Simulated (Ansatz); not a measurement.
A distorted cell of Hf (hcp, Mg type):

```
CELL_PARAMETERS angstrom
      3.20412     0.00000     0.00000
     -1.60206     2.77485     0.00000
      0.00000     0.00000     5.06894
ATOMIC_POSITIONS crystal
  Hf 0.38602 0.69301 0.78952
  Hf 0.66667 0.33333 0.25000
```

The numbers are results of PBE (plane waves to 420 eV, PAW, scalar-relativistic; Ansatz, a program for electronic structure), not measurements. k mesh 13×13×8 (Γ-centred), Fermi-Dirac smearing 0.05 eV. The energy includes the smearing's −TS. Stress and pressure are positive under compression. With partly filled bands, energies and forces of such displacements shift with the k mesh and the smearing. Hf is run without spin polarisation. Hf was relaxed with its symmetry unable to fall. Spin-orbit coupling is left out, though Hf is heavy. The PAW data are Ansatz's earlier set.

Q: Predict the force on every atom, in eV/Å.

A: 
```json
[
 {"atom": "Hf1", "Fx": "-0.256", "Fy": "-0.148", "Fz": "-1.039"},
 {"atom": "Hf2", "Fx": "0.256", "Fy": "0.148", "Fz": "1.039"}
]
```

Q: Give the stress tensor in GPa and the pressure.

A: 
```
    0.0     -1.3      0.8
   -1.3      1.6      0.5
    0.8      0.5      3.4
```
The pressure, a third of the trace, is 1.7 GPa.

Q: In it atom 1 sits (0.127, 0.073, 0.200) Å away from its relaxed site. What is its energy relative to the relaxed cell?

A: 109 meV/cell.

(A displaced cell: forces are minus the slopes of the energy, force constants its curvatures, and phonons follow from these.)
